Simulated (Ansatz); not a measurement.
# Property card for NiBi$_{3}$

NiBi3:
```yaml
crystal:
  lattice:
    - [4.70454, 0.00000, 0.00000]
    - [0.00000, 4.70454, 0.00000]
    - [0.00000, 0.00000, 4.70454]
  atoms:
    - { symbol: Bi, position: [0.00000, 0.50000, 0.50000] }
    - { symbol: Bi, position: [0.50000, 0.50000, 0.00000] }
    - { symbol: Bi, position: [0.50000, 0.00000, 0.50000] }
    - { symbol: Ni, position: [0.00000, 0.00000, 0.00000] }
```

Space group Pm-3m (No. 221), Cu3Au type; conventional cell a = b = c = 4.705 Å, α = β = γ = 90.00°.

Method: the program Ansatz at the r²SCAN level (PAW). Geometry: relaxed at this level of theory. Other levels are named where they apply.

**Cell and energy**

- Volume per atom = 26.03 Å³
- Density = 10.93 g/cm³
- Formation energy from the elements (no fitted shifts) = 0.58 eV/atom

**Electronic structure**

Electronic character: metallic (no gap)
Density of states at the Fermi level: 0.77 states/eV per atom (mean over ±0.08 eV)
Gap with spin–orbit coupling: none (metallic)

**Magnetism**

* **Magnetic order**: non-magnetic (starting moments vanished)

**Mechanics**

- Bulk modulus (Birch–Murnaghan fit) = 64.3 GPa
- Pressure derivative B′ = 4.5

**Charges**

- Bader charges = Bi +0.03, Ni -0.10 e

The cell is a constructed one: a structure type filled with these elements; neither database checked (COD, Materials Project) lists it. Its standing as an ambient phase is unchecked. Symmetry was held in the r²SCAN relaxation; whether a distortion lowers the energy is not shown. The workflow began spin-polarised and lost its moments. The cell computed holds one magnetic atom, so no antiferromagnetic order was within reach. The references are the lowest solids computed at this level, not always the standard phases. Scalar-relativistic: spin–orbit coupling is off unless named, which matters more the heavier the elements.

Potentials: the earlier of the program's two PAW sets.
